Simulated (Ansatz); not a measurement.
## Computed properties of B

B:
```cif
data_B4
_chemical_formula_sum 'B4'
_space_group_name_H-M_alt 'P 1'
_space_group_IT_number 1
_cell_length_a 4.01772
_cell_length_b 4.01772
_cell_length_c 4.01772
_cell_angle_alpha 109.471
_cell_angle_beta 109.471
_cell_angle_gamma 109.471
loop_
_space_group_symop_operation_xyz
  'x, y, z'
loop_
_atom_site_label
_atom_site_type_symbol
_atom_site_fract_x
_atom_site_fract_y
_atom_site_fract_z
_atom_site_occupancy
B1 B 0.00000 0.25000 0.50000 1
B2 B 0.25000 0.50000 0.00000 1
B3 B 0.50000 0.00000 0.25000 1
B4 B 0.25000 0.25000 0.25000 1
```

Space group I4_132 (No. 214); conventional cell a = b = c = 4.6393 Å, α = β = γ = 90.00°.

Method: r²SCAN in the plane-wave PAW code Ansatz. Geometry: relaxed at this level of theory. Other levels are named where they apply.

**Cell and energy**

```
Property              Value
---------------  ----------
Volume per atom    12.48 Å³
Density          1.44 g/cm³
```

**Electronic structure**

```
Property                                                                                           Value
----------------------------------------  --------------------------------------------------------------
Band gap                                                                              1.76 eV (indirect)
Valence-band maximum                                             on the P–H line, 18 % of the way from P
Conduction-band minimum                   on the Γ–P line, 23 % of the way from Γ (8 equivalent valleys)
Smallest direct gap on the standard path                                                         3.01 eV
Electron effective mass                                            0.56, 0.56, 2.2 mₑ (principal values)
Hole effective mass                                                0.54, 0.54, 1.1 mₑ (principal values)
HSE06 gap on the r²SCAN cell                                                                     2.42 eV
```

**Mechanics**

```
Item                                                                           Value
--------------------------------------------  --------------------------------------
Bulk modulus (Birch–Murnaghan fit)                                           112 GPa
Pressure derivative B′                                                           3.3
Elastic constants (relaxed ions, GPa)              C11 = 145, C12 = 94.9, C44 = 26.1
Mechanical stability                          stable (all eigenvalues of C positive)
Hill bulk and shear moduli                                          112 and 25.7 GPa
Young's modulus                                                             71.7 GPa
Poisson's ratio                                                                 0.39
Debye temperature from the elastic constants                                   614 K
```

The start of the workflow was typed in or built on a structure type; neither database checked (COD, Materials Project) lists it. It is not the phase usual at ambient conditions (space group No. 166). Symmetry was held in the r²SCAN relaxation; whether a distortion lowers the energy is not shown.

Potentials: the later of the program's two PAW sets.
